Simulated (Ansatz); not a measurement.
# Surface calculation: bcc Cs (111), 7 layers

The slab is cut from the bcc crystal, the stable phase, as relaxed on PAW files (110.45 Å³/atom), with 20 Å of vacuum and a dipole correction:

```yaml
crystal:
  lattice:
    - [8.54891, 0.00000, 0.00000]
    - [-4.27446, 7.40358, 0.00000]
    - [0.00000, 0.00000, 30.47020]
  atoms:
    - { symbol: Cs, position: [0.00000, 0.00000, 0.32819] }
    - { symbol: Cs, position: [0.33333, 0.66667, 0.38546] }
    - { symbol: Cs, position: [0.66667, 0.33333, 0.44273] }
    - { symbol: Cs, position: [0.00000, 0.00000, 0.50000] }
    - { symbol: Cs, position: [0.33333, 0.66667, 0.55727] }
    - { symbol: Cs, position: [0.66667, 0.33333, 0.61454] }
    - { symbol: Cs, position: [0.00000, 0.00000, 0.67181] }
```

Computed with Ansatz 0.2.0; functional PBEsol, scalar-relativistic. Settings: a Γ-centred 6×6×1 k mesh, Fermi–Dirac smearing of 0.1 eV, no spin polarisation. Methods: LAPW: all electrons, basis error target 1 meV/atom; PAW: frozen-core files, cutoff 420 eV.

The bulk energy comes from a cell in the slab's orientation on a 6×6×8 mesh. The surface energy is (E(slab) − N·E(bulk))/2A at zero smearing, the mean of both faces; thin slabs carry quantum-size effects.

Spin–orbit coupling is left out, which matters for the heavy atoms. The PAW files were made under PBE.

Task: As cut, the LAPW slab lies 0.762 eV above 7 atoms of bulk. What surface energy is that?

Result: Over two faces of 63.29 Å² it is 6.0 meV/Å², and times 16.02 J/m² per eV/Å² that gives γ = 0.096 J/m².

```csv
method,γ as cut (J/m²),γ relaxed (J/m²),Φ as cut (eV),Φ relaxed (eV)
LAPW,0.096,0.095,2.01,2.01
```

Task: How do the spacings between the planes relax (positions relaxed on PAW files)?

Result: From the bottom face up: d12 +7.2 % of 1.745 Å, d23 -30.1 % of 1.745 Å, d34 +14.9 % of 1.745 Å, d45 +14.9 % of 1.745 Å, d56 -30.1 % of 1.745 Å, d67 +7.2 % of 1.745 Å.

Task: What changes if the vacuum is set to 11 Å?

Result: LAPW then gives: no gap, work function 2.00 eV; PAW: no gap, work function 2.01 eV. The program warns that the vacuum is too thin.

Task: A 3d core hole is made on one atom of each kind in every 1×1 cell (PAW hole dataset, neutral cell, valence without spin). What does it cost by layer?

Result: layer 1 726.33 eV, layer 2 726.07 eV, layer 3 725.99 eV, layer 4 725.88 eV. Shifts between layers mean more than the absolute values, and a whole layer of holes screens otherwise than one hole.
